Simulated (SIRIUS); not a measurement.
SIRIUS run on HfN (Fm-3m, 2 atoms in the cell; from Materials Project mp-2828, changed as shown): self-consistent single point.

All values come from this method and carry its errors: LDA (PW92), PseudoDojo 0.4 standard norm-conserving LDA (tails mended) pseudopotentials (plane waves; SIRIUS).

The change in words: volume scaled by 1.02. Reference geometry (Fm-3m):
```xyz
2
Lattice="0.0000 2.2559 2.2559 2.2559 0.0000 2.2559 2.2559 2.2559 0.0000" Properties=species:S:1:pos:R:3 pbc="T T T"
Hf     0.0000     0.0000     0.0000
N      2.2559     2.2559     2.2559
```

Reference input (self-consistent single point, DFT, LDA (PW92), plane waves, PseudoDojo 0.4 standard norm-conserving LDA (tails mended) pseudopotentials): parameters.ngridk = 13 13 13; parameters.xc_functionals = [XC_LDA_X, XC_LDA_C_PW]; parameters.gk_cutoff = 9.165 1/bohr; parameters.pw_cutoff = 18.331 1/bohr; parameters.smearing = cold; parameters.smearing_width = 0.00183747 Ha; potentials = PseudoDojo 0.4 standard norm-conserving LDA (tails mended) pseudopotentials; parameters.electronic_structure_method = pseudopotential; parameters.num_bands = 13; parameters.num_mag_dims = 0; parameters.num_dft_iter = 100; parameters.energy_tol = 1e-07 Ha. This run's input differs from it in these lines:

```diff
@@ -32,5 +32,5 @@
     "lattice_vectors": [
-      [0.0, 4.2629575755, 4.2629575755],
-      [4.2629575755, 0.0, 4.2629575755],
-      [4.2629575755, 4.2629575755, 0.0]
+      [0.0, 4.2911919735, 4.2911919735],
+      [4.2911919735, 0.0, 4.2911919735],
+      [4.2911919735, 4.2911919735, 0.0]
     ],
```

Output (repeated stretches shortened):

```
[find] density tolerance         : 1e-06
[find] total energy tolerance    : 1e-07
[find] iter_solver_tol (initial) : 0.01
[find] iter_solver_tol (target)  : 1e-13
[find] num_dft_iter              : 100
Charges and magnetic moments
--------------------------------------------------------------------------------
total charge          : 17.000000
[find] | SCF iteration   0 out of 100|
[diagonalize] iterative solver tolerance (occupied, empty): 0.01 0.01
[diagonalize] average number of iterations: 2.14286
[find_efermi_generic] Newton iteration converged after 3 steps
[find] Charges and magnetic moments
[find] total charge          : 17.000000
[find] Energy
[find] smearing (-TS)                 :       0.00000143
[find] Total energy                   :     -66.90490578 (Ha),    -133.80981156 (Ry)
[find] Free energy (E-TS)             :     -66.90490435 (Ha),    -133.80980869 (Ry)
[find] band gap (eV)                  :       0.00000000
[find] Efermi                         :       0.66809330
[find] iteration : 0, RMS (target) : 3.0080e-01 (1.0000e-06) , energy difference (target) : -6.6905e+01 (1.0000e-07)
[find] bands are converged : true
[find] iterative solver converged : false
[find] | SCF iteration   1 out of 100|
[diagonalize] iterative solver tolerance (occupied, empty): 0.005 0.005
   [... lines left out ...]
[find] Charges and magnetic moments
[find] Free energy (E-TS)             :     -66.95754310 (Ha),    -133.91508619 (Ry)
[find] band gap (eV)                  :       0.00000000
[find] Efermi                         :       0.66930787
[find] Charges and magnetic moments
[find] Free energy (E-TS)             :     -66.95941518 (Ha),    -133.91883037 (Ry)
[find] band gap (eV)                  :       0.00000000
[find] Efermi                         :       0.66822537
[find] Charges and magnetic moments
[find] Free energy (E-TS)             :     -66.95992887 (Ha),    -133.91985774 (Ry)
   [... lines left out ...]
[ground_state] === stress_total ===
[ground_state]   171.939552    0.000000    0.000000
[ground_state]     0.000000  171.939552   -0.000000
[ground_state]     0.000000   -0.000000  171.939552
[ground_state] ==== total Forces in Ha/bohr =====
[ground_state] atom:    0, force:       0.0000000      0.0000000      0.0000000
[ground_state] atom:    1, force:       0.0000000      0.0000000      0.0000000
```

The run converged in 33 iterations. SIRIUS prints the stress tensor with tension positive. Against the reference run the free energy goes up by 21.2 meV/atom and the pressure goes from -12.34 to -17.19 GPa.

The structure comes from a collection of computed structures, made at another level of theory; the collection holds predicted forms beside known ones.

Cost on one core: around 120 core-seconds (rough).

The gap that the log prints is read on the run's mesh, which can miss the band edges or a crossing.

“Tails mended”: in these copies of the files the far tail of each local potential was reset to the Coulomb form.
